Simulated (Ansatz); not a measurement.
A geometry of Nb away from equilibrium: step 2 of the relaxation of a relaxed Nb cell, doubled along one cell vector, shaken by Gaussian noise of σ = 0.08 Å a coordinate. All values below come from PBE (plane waves to 420 eV, PAW, scalar-relativistic; Ansatz, an electronic-structure program). Γ-centred k-mesh 14×14×7 on the run's cell (coarser than for final values), Fermi–Dirac smearing 0.05 eV.

```
Nb
1.0
   -1.66343     1.67290     1.66156
    1.67305    -1.66495     1.66324
    3.26712     3.27017    -3.30723
Nb
2
Direct
  0.02858   0.99202   0.00469
  0.01380   0.00735   0.51906
```

**Question.** What forces act on the atoms (eV/Å)?

**Answer.** 
```csv
atom,Fx,Fy,Fz
Nb1,0.36,0.10,-0.23
Nb2,-0.36,-0.10,0.23
```

**Question.** What is the pressure?

**Answer.** +0.2 GPa, compression positive.

**Question.** How much energy per atom can still be gained by relaxing?

**Answer.** 0.01 eV/atom; the path ends in Im-3m (No. 229) (bcc (W type)).

No spin polarisation in the result.

The run could not lose the symmetry of its start.
